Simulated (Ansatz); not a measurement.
Relaxed-ion elastic tensor of Ge in space group P6/mmm (No. 191; Ge on 1b) in GPa (Voigt order), plane-wave PAW LDA (Ansatz code); density 6.72 g/cm³, 17.95 Å³ per atom.

```
 138  97.3  11.8   0.0   0.0   0.0
97.3   138  11.8   0.0   0.0   0.0
11.8  11.8   215   0.0   0.0   0.0
 0.0   0.0   0.0  47.7   0.0   0.0
 0.0   0.0   0.0   0.0  47.7   0.0
 0.0   0.0   0.0   0.0   0.0  20.1
```

Q: Is the crystal mechanically stable?

A: Yes: the smallest eigenvalue of C is 20.1 GPa.

Q: Work out the Voigt, Reuss and Hill averages.

A: K_V = 81.3, K_R = 81.2, K_H = 81.3; G_V = 47.7, G_R = 33.1, G_H = 40.4 GPa.

Q: Give Young's modulus, Poisson's ratio, Pugh's ratio and the universal anisotropy index.

A: E = 9KG/(3K + G) = 104 GPa; ν = 0.29; K/G = 2.01 (ductile by the Pugh limit of 1.75); A_U = 5G_V/G_R + K_V/K_R − 6 = 2.21.

Q: Estimate the sound speeds and the Debye temperature.

A: v_l = √((K + 4G/3)/ρ) = 4480 m/s, v_t = √(G/ρ) = 2450 m/s, mean 2730 m/s; Θ = (h/k)(3n/4πV)^(1/3) v_m = 311 K.

Q: How much does each axis shrink under pressure?

A: Linear compressibilities β_i = Σ_j S_ij (j = 1 to 3): x 4.0, y 4.0, z 4.2 per TPa.

The first step of the workflow began from a Materials Project structure, measured or hypothetical; the Crystallography Open Database copy checked does not list it. It is not the phase usual at ambient conditions (space group No. 227). The LDA relaxation kept the symmetry of its start; whether a distortion lowers the energy is not shown. As this level gives no gap, shear constants depend on the k-mesh and smearing (Fermi–Dirac, 0.1 eV here). On the denser mesh and wider smearing of the elastic run this cell carries a stress of 0.4 GPa.

Potentials: the later of the program's two PAW sets.
